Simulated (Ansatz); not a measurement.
Mo (diamond, Fd-3m) at seven volumes, plane-wave PAW PBEsol (Ansatz code), scaled uniformly. One row is withheld.

```tsv
V (Å³/atom)	P (GPa)
20.082	13.58
20.744	8.32
21.406	?
22.069	0.00
22.731	-3.28
23.393	-6.11
24.055	-8.56
```

Question: Fit the shown pressures and predict the withheld one.

Answer: P = (3/2)B₀(x^(7/2) − x^(5/2))[1 + (3/4)(B′ − 4)(x − 1)] with x = (V₀/V)^(2/3). Least squares on the six rows gives V₀ = 22.070 Å³/atom, B₀ = 118 GPa, B′ = 4.11. At V = 21.406, x = 1.0206 and P = 3.84 GPa. The run itself gave 3.83 GPa.

The start of the workflow was typed in or built on a structure type; neither database checked (COD, Materials Project) lists it. It is not the phase usual at ambient conditions (space group No. 229). The cell was relaxed with PBEsol under the symmetry of its start. At this level the phase is mechanically unstable. No spin polarisation was allowed.

Potentials: the later of the program's two PAW sets.
